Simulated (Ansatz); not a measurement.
HfO$_{2}$:
```
CELL_PARAMETERS angstrom
      0.00000     2.52923     2.52923
      2.52923     0.00000     2.52923
      2.52923     2.52923     0.00000
ATOMIC_POSITIONS crystal
  Hf 0.00000 0.00000 0.00000
  O  0.25000 0.25000 0.25000
  O  0.75000 0.75000 0.75000
```

x, y and z are the axes in which the lattice vectors are written.

Task: Give the high-frequency dielectric tensor and the Born effective charge tensors of the independent atoms from DFPT, plane-wave PAW r²SCAN (Ansatz code).

Result: 
ε∞:
```
4.91  0.00  0.00
0.00  4.91  0.00
0.00  0.00  4.91
```
Z* of atom 1 (Hf), rows: field, columns: displacement, in e:
```
5.50  0.00  0.00
0.00  5.50  0.00
0.00  0.00  5.50
```
Z* of atom 2 (O), rows: field, columns: displacement, in e:
```
-2.75   0.00   0.00
 0.00  -2.75   0.00
 0.00   0.00  -2.75
```

Static charges for comparison (Bader): Hf1 +2.77, O2 -1.39 e. Born charges measure polarisation by displacement and can exceed these by far.

Space group Fm-3m (fluorite). This is a known high-temperature phase of the composition, computed here at zero pressure and temperature. The cell was relaxed with r²SCAN under the symmetry of its start. At this level the phase is dynamically unstable (imaginary phonons). No spin polarisation was allowed. Scalar-relativistic: spin–orbit coupling is off unless named, which matters more the heavier the elements.

Potentials: the later of the program's two PAW sets.
